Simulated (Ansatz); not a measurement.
# Rh: generalised stacking fault

Method: Ansatz 0.2.0, DFT PBEsol, scalar-relativistic, plane waves, PAW. Cutoff 420 eV, Γ-centred 25×25×5 k-points, Gaussian smearing of 0.15 eV. No spin polarisation. Energies are free energies at this smearing, counted from the undisturbed cell; pressure is positive in compression.

The undisturbed cell (relaxed at this level; with this scan's settings it stands at 0.1 GPa):

```yaml
crystal:
  lattice:
    - [1.89000, -1.89000, 0.00000]
    - [1.89000, 0.00000, -1.89000]
    - [7.55999, 7.55999, 7.55999]
  atoms:
    - { symbol: Rh, position: [0.66667, 0.66667, 0.08332] }
    - { symbol: Rh, position: [0.00000, 0.00000, 0.91665] }
    - { symbol: Rh, position: [0.33333, 0.33333, 0.24998] }
    - { symbol: Rh, position: [0.66667, 0.66667, 0.58332] }
    - { symbol: Rh, position: [0.00000, 0.00000, 0.41665] }
    - { symbol: Rh, position: [0.33333, 0.33333, 0.74998] }
```

The cut lies on the cell's a–b face, a (1 1 1) plane (indices in the standard cell, whose axes needn't be the Cartesian ones shown) of area 6.19 Å², between layers 2.18 Å apart. Vector c is tilted by f times 1·a + 0·b (length 2.673 Å) with the atoms' Cartesian places fixed: one unrelaxed fault a cell. The cell is metallic on the mesh throughout.

Task: Over the sampled range (0.0000 to 0.5000), is the undisturbed cell the lowest point?

Result: Yes, every other sampled point lies higher.

The scan:

```
     f  γ (mJ/m²)
0.0000          0
0.1000        194
0.2000        663
0.3000       1157
0.4000       1479
0.5000       1581
```

Cost: 6 runs of about 15 core-minutes in all, on Intel Xeon 6975P-C (Granite Rapids) (shared hosts).